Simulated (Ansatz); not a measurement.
LiF (rock salt, space group No. 225), the program Ansatz at the PBE level (PAW): ε∞ = 2.05, cell volume 16.83 Å³. Infrared-active transverse modes:

```tsv
ω_TO (cm⁻¹)	oscillator strength S_xx (e²/amu)
266.0	0.2186
```

Question: Compute the static dielectric constant.

Answer: Each mode adds (4.921e7/V) S/ω²: 9.04. So ε0 = 11.1.

Question: What LO frequency does the Lyddane–Sachs–Teller relation give?

Answer: ω_LO = ω_TO √(ε0/ε∞) = 619 cm⁻¹.

Space group Fm-3m (rock salt). Symmetry was held in the PBE relaxation; phonons on a q-mesh show no instability.

Potentials: the later of the program's two PAW sets.
